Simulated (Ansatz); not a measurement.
A structure of KCaCl$_{3}$ relaxed with r2SCAN (plane waves to 500 eV, PAW, scalar-relativistic; Ansatz, a first-principles code); single points at other levels follow on the same geometry (Ansatz, PAW; HSE06 at 420 eV on a 3×2×3 k-mesh; no spin-orbit coupling). Space group Pnma (No. 62).

```cif
data_Ca4Cl12K4
_chemical_formula_sum 'K4 Ca4 Cl12'
_space_group_name_H-M_alt 'Pnma'
_space_group_IT_number 62
_space_group_name_Hall '-P 2ac 2n'
_cell_length_a 7.58861
_cell_length_b 10.42109
_cell_length_c 7.22559
_cell_angle_alpha 90.000
_cell_angle_beta 90.000
_cell_angle_gamma 90.000
loop_
_space_group_symop_operation_xyz
  'x, y, z'
  '-x, -y, -z'
  '-x+1/2, -y, z+1/2'
  'x+1/2, y, -z+1/2'
  'x+1/2, -y+1/2, -z+1/2'
  '-x+1/2, y+1/2, z+1/2'
  '-x, y+1/2, -z'
  'x, -y+1/2, z'
loop_
_atom_site_label
_atom_site_type_symbol
_atom_site_symmetry_multiplicity
_atom_site_Wyckoff_symbol
_atom_site_fract_x
_atom_site_fract_y
_atom_site_fract_z
_atom_site_occupancy
K1 K 4 c 0.07122 0.75000 0.47644 1
Ca1 Ca 4 a 0.00000 0.00000 0.00000 1
Cl1 Cl 4 c 0.03043 0.25000 0.10359 1
Cl2 Cl 8 d 0.19965 0.05332 0.69505 1
```

| level | gap (eV) | kind | conduction minimum |
|---|---|---|---|
| r2SCAN | 6.38 | direct | Γ |
| HSE06 | ? | – | ? |

**Question.** Fill in the missing entries.

**Answer.** 
- HSE06, gap (eV): 6.99
- HSE06, conduction minimum: Γ

For this cell size the semilocal gaps come from the SCF mesh and high-symmetry points. No spin polarisation in the result.

The run could not lose the symmetry of its start.

The first start was generated by placing the elements on the sites of a structure type. Materials Project lists a structure of KCaCl3 in the same space group, Pnma (No. 62); the sites were not compared with it, nor with measured phases.
